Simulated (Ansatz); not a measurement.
Values for one crystal, relaxed and computed with the program Ansatz at the LDA level (PAW); other levels are named.

- Volume per atom: 9.72 Å³
- Band gap: 2.15 eV (smallest direct gap 2.17 eV)
- Zone-centre stability: no imaginary mode at Γ
- Highest zone-centre frequency (without LO–TO term): 847 cm⁻¹
- Young's modulus: 429 GPa
- Electron effective mass, band 1 of 3 at the edge: 0.73 along [100], 0.55 along [110], 0.50 along [111] (mₑ)
- Mechanical stability: stable (all eigenvalues of C positive)

Question: Pick the material that matches.
A) H4NF, P6_3mc (H on 6c, H on 2b, N on 2b, F on 2b)
B) Ge3N4, Fd-3m (Ge on 16c, Ge on 8b, N on 32e)
C) AlN, P6_3mc (Al on 2a, Al on 2b, N on 2a, N on 2b)
D) ZnCu2GeS4, I-4 (Pearson symbol tI16)

Answer: B, Ge3N4, Fd-3m (Ge on 16c, Ge on 8b, N on 32e)

The LDA relaxation kept the symmetry of its start. Scalar-relativistic: spin–orbit coupling is off unless named, which matters more the heavier the elements.

Potentials: the later of the program's two PAW sets.
